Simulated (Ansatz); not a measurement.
According to plane-wave PAW PBE (Ansatz code), Y in the diamond structure (Fd-3m) relaxes to a = 7.042 Å. Y has 4 nearest neighbours from 3.05 Å (tetrahedral).

Electronic character: metallic (no gap). Gap from PBE with spin–orbit coupling: none (metallic).

An equation-of-state fit gives a bulk modulus of 9.8 GPa.

The start of the workflow was typed in or built on a structure type; neither database checked (COD, Materials Project) lists it. It is not the phase usual at ambient conditions (space group No. 194). Symmetry was held in the PBE relaxation; whether a distortion lowers the energy is not shown. No spin polarisation was allowed. The volume moved by -17 % from the start of the relaxation. Scalar-relativistic: spin–orbit coupling is off unless named, which matters more the heavier the elements.

Potentials: the earlier of the program's two PAW sets.
